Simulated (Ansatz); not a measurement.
Total density of states per atom from PBE in the plane-wave PAW code Ansatz, in 0.25 eV bins, energy from the valence-band maximum:

(E (eV), states/eV/atom): (-7.85, 0.00); (-7.60, 0.00); (-7.35, 0.00); (-7.10, 0.00); (-6.85, 0.00); (-6.60, 0.00); (-6.35, 0.00); (-6.10, 0.00); (-5.85, 0.48); (-5.60, 0.35); (-5.35, 0.18); (-5.10, 0.32); (-4.85, 0.76); (-4.60, 0.38); (-4.35, 0.33); (-4.10, 0.19); (-3.85, 0.27); (-3.60, 0.42); (-3.35, 0.50); (-3.10, 0.40); (-2.85, 0.37); (-2.60, 0.74); (-2.35, 0.76); (-2.10, 1.02); (-1.85, 0.42); (-1.60, 0.73); (-1.35, 1.15); (-1.10, 0.98); (-0.85, 0.46); (-0.60, 0.35); (-0.35, 0.29); (-0.10, 0.14); (0.15, 0.00); (0.40, 0.00); (0.65, 0.00); (0.90, 0.00); (1.15, 0.00); (1.40, 0.08); (1.65, 0.29); (1.90, 0.42); (2.15, 0.41); (2.40, 0.49); (2.65, 0.82); (2.90, 0.72); (3.15, 0.66); (3.40, 0.71); (3.65, 0.57); (3.90, 0.57); (4.15, 0.69); (4.40, 0.80); (4.65, 0.81); (4.90, 0.81); (5.15, 0.79); (5.40, 0.86); (5.65, 0.97); (5.90, 0.57); (6.15, 0.78)

Q: Which of these materials gives this?
A) AlRu, CsCl type
B) AlCo3N, anti-perovskite
C) AlAs, Pm-3n (Al on 6c, As on 6d)
D) Al2Au, fluorite or antifluorite type

A: C, AlAs, Pm-3n (Al on 6c, As on 6d). Top 1 eV of the valence band: As 4p 77 %, Al 3p 19 %. Bottom 1 eV of the conduction band: Al 3p 43 %, Al 3s 28 %, As 4p 14 %, As 4s 8 %, outside the projected shells 7 %. Projections are on Löwdin-orthogonalised atomic valence shells; empty p or d shells of many metals are not among them.

The start of the workflow was typed in or built on a structure type; neither database checked (COD, Materials Project) lists it. It is not the phase usual at ambient conditions (space group No. 216). The PBE relaxation kept the symmetry of its start; whether a distortion lowers the energy is not shown. The volume moved by 26 % from the start of the relaxation. Spin–orbit coupling is left out wherever it is not named.

Potentials: the earlier of the program's two PAW sets.
